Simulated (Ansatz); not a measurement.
# Hf: energy along a strain

Hf, Fm-3m, a = 4.440 Å (as given, not relaxed at this level: 2.7 GPa). This isn't the element's structure at ambient conditions. Ansatz: r2SCAN, PAW, 500 eV, Γ-centred 18×18×18 mesh on 1 atom, Gaussian smearing 0.15 eV; no spin polarisation. Cell vectors (Å): 0.000 2.220 2.220; 2.220 0.000 2.220; 2.220 2.220 0.000. The cell is strained by x per cent times the pattern (1 0 0 0 0 0) in the order xx yy zz yz xz xy (engineering shears), with fractional coordinates held. y is the free energy over the start, V0 = 21.882 Å³/atom. Points with a strain past 8.5 % were computed too (3) and aren't used here.

| x (%) | y (meV/atom) |
| --- | --- |
| -7.50 | ? |
| -5.00 | 45.13 |
| -2.50 | 15.82 |
| 0.00 | 0.00 |
| 2.50 | -3.07 |
| 5.00 | 5.60 |
| 7.50 | 25.09 |

Task: Fit y = c1 x + c2 x² + c3 x³ to the other rows, get the stiffness along the pattern, and predict the missing energy.

Result: Least squares on the rows shown. y = −3.7096 x + 1.0146 x² − 0.0098464 x³. The clamped-ion stiffness p·C·p = 2 × 10.15 eV × 160.2 / 21.882 Å³ = 149 GPa, which is C11 in these axes (second derivative at the start, which stands under stress). At x = -7.50 the fit asked for gives 89.05 meV/atom. The run gave 88.62 meV/atom, so the fit is 0.43 meV/atom too high, 0.47 % of the span of the series, against an rms of 0.03 meV/atom on the fitted rows. The row lies outside the fitted range. With a term in x⁴ added, a fit to the same known rows predicts 88.66 meV/atom, so most of the miss is curvature that the known rows already hold.

Spin–orbit coupling is left out, which can shift energies with elements as heavy as these.